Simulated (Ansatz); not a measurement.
**Sc4Mo: rattling a relaxed structure**

The structure comes from a generated guess, relaxed at this level; another structure or a mixture of phases may lie lower.

Method: Ansatz 0.2.0, DFT PBE, scalar-relativistic, plane waves, PAW. Cutoff 420 eV; k points 8×8×8 on the computed 5-atom cell (Γ-centred); Gaussian smearing, width 0.10 eV; no spin polarisation.

The cell below (5 atoms, space group Pm-3m (No. 221)) is relaxed within its symmetry.

```
Sc Mo
1.0
     5.04513    0.00000    0.00000
     0.00000    5.04513    0.00000
     0.00000    0.00000    5.04513
Sc Mo
4 1
Direct
  0.50000 0.00000 0.00000
  0.00000 0.50000 0.00000
  0.00000 0.00000 0.50000
  0.50000 0.50000 0.50000
  0.00000 0.00000 0.00000
```

For the test a repeat of it with 10 atoms (edges 5.05, 5.05, 10.09 Å) was strained at random (σ = 1.5 % a component), the atoms were moved at random (σ = 0.10 Å), and all was relaxed again on a coarse 4×4×2 mesh (in the run’s order of axes) with 0.20 eV smearing, with no symmetry imposed.

Problem. Does it come back?

Solution. It returns, within 1 meV/atom of the unmoved cell on that mesh and with the same symmetry when read at 0.1 Å (P1 at 0.01 Å, so small strains and shifts remain). No instability shows in this cell; modes of other wave vectors, which need another repeat, aren't tested. Another cell of Sc4Mo relaxed alike but with spin, in P-3m1, lies 221 meV/atom lower, so this cell isn't the stable form at this level.
